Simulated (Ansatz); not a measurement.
Formation energy of ZnCu

```
Zn Cu
1.0
     2.96324    0.00000    0.00000
     0.00000    2.96324    0.00000
     0.00000    0.00000    2.96324
Zn Cu
1 1
Direct
  0.50000 0.50000 0.50000
  0.00000 0.00000 0.00000
```

The cell comes from a relaxation on PAW files under the same functional, begun from a database entry that needn't be the ground state.

All numbers are PBE results (scalar-relativistic) from Ansatz 0.2.0, with a Γ-centred 14×14×14 k mesh, Fermi–Dirac smearing of 0.05 eV, no spin polarisation. Methods: LAPW: all electrons, basis error target 0.5 meV/atom; PAW: frozen-core files, cutoff 420 eV; crystal datasets: all electrons, by PAW datasets that the program makes for each cell.

The elements are taken as Cu fcc, Zn hcp, each relaxed on PAW files under the same functional and computed by the same method as the compound; zero-point and thermal terms are left out.

(1) Give the formation energy by each method, with the residual pressure at this cell and the LAPW gap.

(2) Give the LAPW value for one formula unit in kJ/mol.

## Answers

(1) 

| method | ΔE(formation) (eV/atom) | P at this cell (GPa) | gap (eV) |
| --- | --- | --- | --- |
| LAPW | -0.091 | 0.00 | 0.00 |
| PAW | -0.091 | 0.02 | – |
| crystal datasets | -0.091 | 0.01 | – |

(2) -0.091 eV/atom × 2 atoms × 96.485 kJ/(mol·eV) = -17.6 kJ/mol, at zero temperature and without zero-point motion.
